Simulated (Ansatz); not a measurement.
Question: Volume from PBE minus that from r²SCAN (% of the latter), each on its own relaxed cell (Ansatz, a quantum-chemistry and plane-wave program, plane waves, PAW; no spin–orbit coupling, no Hubbard U), over 529 phases of the class «crystals with elements from indium on»: what sign and size do you expect?

Answer: Mean 2.3 %, median 1.9 %, mean absolute 2.5 %; eight in ten lie between 0.5 and 4.1 %, and 94 % are above zero.

Some cases that may be named, with their rank among the 529 from the lowest: BaTe, rock salt 0.0 % (rank 31); LaB6, Pm-3m (La on 1a, B on 6f) 0.2 % (rank 36); BaTiO3, cubic perovskite 1.9 % (rank 265); Si2W, MoSi2 or CaC2 type 1.9 % (rank 269); WS2, P6_3/mmc (W on 2c, S on 4f) 14.1 % (rank 526); PtS2, CdI2 type 17.5 % (rank 529).

The phases are those computed here (of each formula those with measured values and the lowest at some level), not a balanced benchmark, and neither functional is the truth. Pairs that end in unlike spin orders or unlike minima (c/a over 6 % apart, 30 % for weakly bound crystals), magnets with 4f shells, solids of gases and phases set aside for tests are left out.

18 of the phases carry moments, in the orders computed and without U. 6 hold 4f electrons in the valence, where a lower state may exist. 41 are weakly bound layers, chains or molecules. 12 relaxed far from the usual cell at some level.

Not the usual ambient phase: BaTiO3, cubic perovskite. Relaxed far from the usual cell of the phase: WS2, P6_3/mmc (W on 2c, S on 4f) with PBE; PtS2, CdI2 type with PBE. Weakly bound layers, chains or molecules computed without a dispersion correction, so cells and soft constants are ill determined: WS2, P6_3/mmc (W on 2c, S on 4f) with PBE; WS2, P6_3/mmc (W on 2c, S on 4f) with r²SCAN; PtS2, CdI2 type with PBE; PtS2, CdI2 type with r²SCAN. Unstable at this level: BaTiO3, cubic perovskite with PBE. All cells were relaxed under the symmetry of their starts (and spin orders); stability against distortions was not tested throughout. Named crystals with no word on spin ran without spin polarisation. Spin–orbit coupling is left out wherever it is not named.

Potentials: the later of the program's two PAW sets.

Ansatz is a plane-wave DFT program.
